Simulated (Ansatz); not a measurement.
## Zincblende alloy of GaAs and GaSb (28 of 32 As sites exchanged), 64 atoms

Ansatz, PAW, plane waves. PBEsol relaxation of volume and atoms (shape held) at the single k point (¼, ¼, ¼) without its symmetry partners; single points on the relaxed atoms at the single k point (¼, ¼, ¼) without its symmetry partners, onto which points of the small cell's zone fold. Arrangement: quasirandom. No spin–orbit coupling unless named.

Relaxed structure:

```yaml
crystal:
  lattice:
    - [12.11081, 0.00000, 0.00000]
    - [0.00000, 12.11081, 0.00000]
    - [0.00000, 0.00000, 12.11081]
  atoms:
    - { symbol: Ga, position: [0.00752, 0.99281, 0.99258] }
    - { symbol: Ga, position: [0.00680, 0.00628, 0.50650] }
    - { symbol: Ga, position: [0.99988, 0.49886, 0.99904] }
    - { symbol: Ga, position: [0.00754, 0.50641, 0.50740] }
    - { symbol: Ga, position: [0.49904, 0.00021, 0.99970] }
    - { symbol: Ga, position: [0.49145, 0.00553, 0.49487] }
    - { symbol: Ga, position: [0.49799, 0.50007, 0.00054] }
    - { symbol: Ga, position: [0.49877, 0.49913, 0.50041] }
    - { symbol: Ga, position: [0.25020, 0.25092, 0.99907] }
    - { symbol: Ga, position: [0.25030, 0.23706, 0.50195] }
    - { symbol: Ga, position: [0.24386, 0.75915, 0.99293] }
    - { symbol: Ga, position: [0.24333, 0.74360, 0.50698] }
    - { symbol: Ga, position: [0.75138, 0.24893, 0.00026] }
    - { symbol: Ga, position: [0.75099, 0.25136, 0.50048] }
    - { symbol: Ga, position: [0.75142, 0.74985, 0.99907] }
    - { symbol: Ga, position: [0.75106, 0.75231, 0.50069] }
    - { symbol: Ga, position: [0.25616, 0.00551, 0.25737] }
    - { symbol: Ga, position: [0.23819, 0.99951, 0.74914] }
    - { symbol: Ga, position: [0.24957, 0.50000, 0.25005] }
    - { symbol: Ga, position: [0.24354, 0.50590, 0.74355] }
    - { symbol: Ga, position: [0.75199, 0.00012, 0.24962] }
    - { symbol: Ga, position: [0.75060, 0.99883, 0.74898] }
    - { symbol: Ga, position: [0.74959, 0.49917, 0.25100] }
    - { symbol: Ga, position: [0.75245, 0.49979, 0.75012] }
    - { symbol: Ga, position: [0.00039, 0.25015, 0.25087] }
    - { symbol: Ga, position: [0.00814, 0.24290, 0.74246] }
    - { symbol: Ga, position: [0.00129, 0.75192, 0.25071] }
    - { symbol: Ga, position: [0.01242, 0.75033, 0.75004] }
    - { symbol: Ga, position: [0.49230, 0.24332, 0.25865] }
    - { symbol: Ga, position: [0.49781, 0.25045, 0.75018] }
    - { symbol: Ga, position: [0.49803, 0.75010, 0.25057] }
    - { symbol: Ga, position: [0.49883, 0.75234, 0.74898] }
    - { symbol: Sb, position: [0.12674, 0.12328, 0.12518] }
    - { symbol: Sb, position: [0.12547, 0.62708, 0.12236] }
    - { symbol: Sb, position: [0.62284, 0.12533, 0.12736] }
    - { symbol: Sb, position: [0.62300, 0.12495, 0.62352] }
    - { symbol: Sb, position: [0.62479, 0.62547, 0.12508] }
    - { symbol: Sb, position: [0.62516, 0.62530, 0.62525] }
    - { symbol: Sb, position: [0.37475, 0.37277, 0.12748] }
    - { symbol: Sb, position: [0.37077, 0.37386, 0.62379] }
    - { symbol: Sb, position: [0.37285, 0.87690, 0.12554] }
    - { symbol: Sb, position: [0.36923, 0.87660, 0.62446] }
    - { symbol: Sb, position: [0.87546, 0.37482, 0.12554] }
    - { symbol: Sb, position: [0.87987, 0.37455, 0.62535] }
    - { symbol: Sb, position: [0.87760, 0.87536, 0.12258] }
    - { symbol: Sb, position: [0.88110, 0.87519, 0.62658] }
    - { symbol: Sb, position: [0.37117, 0.12280, 0.87293] }
    - { symbol: Sb, position: [0.37238, 0.62511, 0.37737] }
    - { symbol: Sb, position: [0.37129, 0.62742, 0.87322] }
    - { symbol: Sb, position: [0.87701, 0.12480, 0.37730] }
    - { symbol: Sb, position: [0.87931, 0.12316, 0.87254] }
    - { symbol: Sb, position: [0.87730, 0.62515, 0.37700] }
    - { symbol: Sb, position: [0.87923, 0.62686, 0.87303] }
    - { symbol: Sb, position: [0.12745, 0.37297, 0.37942] }
    - { symbol: Sb, position: [0.12488, 0.37477, 0.87114] }
    - { symbol: Sb, position: [0.12728, 0.87674, 0.37923] }
    - { symbol: Sb, position: [0.62281, 0.37315, 0.37554] }
    - { symbol: Sb, position: [0.62505, 0.37497, 0.87523] }
    - { symbol: Sb, position: [0.62296, 0.87758, 0.37513] }
    - { symbol: Sb, position: [0.62497, 0.87522, 0.87498] }
    - { symbol: As, position: [0.12740, 0.12245, 0.62491] }
    - { symbol: As, position: [0.12496, 0.62704, 0.62723] }
    - { symbol: As, position: [0.37207, 0.12453, 0.37803] }
    - { symbol: As, position: [0.12528, 0.87544, 0.87022] }
```

What are the mean bond lengths by pair (pairs within 1.2 times the sum of covalent radii, less contacts 15 % beyond the pair's median; cation–cation pairs of compounds aside; long ionic contacts are cut short by that bound)?

As–Ga 2.500 ± 0.011 Å (standard deviation, 16 bonds); Ga–Sb 2.641 ± 0.012 Å (standard deviation, 112 bonds).

What gap lies between the top filled and the lowest empty level in the single points?

r²SCAN 1.06 eV (11 s on NVIDIA H100). Away from Γ this isn't the crystal's band gap.
